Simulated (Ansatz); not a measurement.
Values for one crystal, relaxed and computed with LDA (plane waves, PAW; program Ansatz); other levels are named.

- Volume per atom: 14.33 Å³
- Electronic character: metallic (no gap)
- Elastic constants (relaxed ions, GPa): C11 = 664, C12 = 298, C13 = 249, C33 = 723, C44 = 179
- Highest zone-centre frequency: 3.65 THz
- Debye temperature from the elastic constants: 407 K
- Zone-centre stability: no imaginary mode at Γ
- Poisson's ratio: 0.30

Which of these materials gives this?
(A) Re, hcp (Mg type)
(B) Al, hcp (Mg type)
(C) Cu, hcp (Mg type)
(D) Ti, hcp (Mg type)

A, Re, hcp (Mg type)

Space group P6_3/mmc (hcp (Mg type)). The LDA relaxation kept the symmetry of its start. No spin polarisation was allowed. As this level gives no gap, shear constants depend on the k-mesh and smearing (Fermi–Dirac, 0.1 eV here). As this level gives no gap, phonon frequencies hold no LO–TO term and depend on the k-mesh and smearing (Fermi–Dirac, 0.1 eV here). Scalar-relativistic: spin–orbit coupling is off unless named, which matters more the heavier the elements.

Potentials: the earlier of the program's two PAW sets. The files were generated under PBE; for other functionals the program regenerates the frozen cores, and for LDA and PBEsol the local potential too.
